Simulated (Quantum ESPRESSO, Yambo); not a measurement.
**CaC2: DFT and GW levels**

```xyz
6
Lattice="3.8558 0.0000 0.0000 1.8399 3.5207 0.0000 0.4096 1.0016 7.1819" Properties=species:S:1:pos:R:3 pbc="T T T"
C      1.2684     1.4703     0.4321
C      4.8369     3.0520     6.7498
C      3.0730     2.6682     3.1166
C      3.0323     1.8541     4.0652
Ca     2.9821     4.2061     5.4041
Ca     3.1232     0.3162     1.7777
```

The geometry is that of Materials Project entry mp-642822, symmetrised and not relaxed again.

Starting point: PBEsol (pw.x of Quantum ESPRESSO, ONCV potentials, scalar-relativistic). G0W0 in Yambo: 4×4×2 Γ-centred k mesh, 141 bands and a 7 Ry block in the screening, 141 bands in G with the Bruneval-Gonze terminator, plasmon pole fitted at 27.2 eV.

The PBEsol gap along the band path is 2.20 eV and the PBEsol gap between the mesh's edge points ((0, 0.25, -0.5) → (-0.5, -0.5, -0.5)) is 2.22 eV. The G0W0 gap between the same points is 4.20 eV, the PBEsol smallest direct gap on the mesh (at (-0.5, -0.5, -0.5)) is 2.84 eV and the G0W0 direct gap at that point is 4.92 eV.

| k point | band | E PBEsol (eV) | E QP (eV) | shift (eV) | Z |
|---|---|---|---|---|---|
| Γ | VB | -0.17 | -1.09 | -0.92 | 0.79 |
| Γ | CB | 2.72 | 3.96 | 1.24 | 0.82 |
| (0, 0.25, -0.5) | VB | 0.00 | -0.91 | -0.91 | 0.79 |
| (0, 0.25, -0.5) | CB | 3.56 | 4.77 | 1.20 | 0.82 |
| (0, -0.5, 0) | VB | -0.26 | -1.20 | -0.95 | 0.79 |
| (0, -0.5, 0) | CB | 3.09 | 4.17 | 1.08 | 0.82 |
| (-0.5, 0, 0) | VB | -0.17 | -1.10 | -0.93 | 0.79 |
| (-0.5, 0, 0) | CB | 3.66 | 4.88 | 1.22 | 0.82 |
| (-0.5, 0, -0.5) | VB | -0.17 | -1.05 | -0.89 | 0.79 |
| (-0.5, 0, -0.5) | CB | 2.88 | 4.03 | 1.15 | 0.83 |
| (-0.5, -0.5, 0) | VB | -0.47 | -1.43 | -0.96 | 0.79 |
| (-0.5, -0.5, 0) | CB | 3.18 | 4.30 | 1.12 | 0.82 |
| (-0.5, -0.5, -0.5) | VB | -0.61 | -1.63 | -1.02 | 0.79 |
| (-0.5, -0.5, -0.5) | CB | 2.22 | 3.29 | 1.07 | 0.83 |

Energies count from the PBEsol valence-band maximum.

Convergence of the G0W0 settings was not tested.
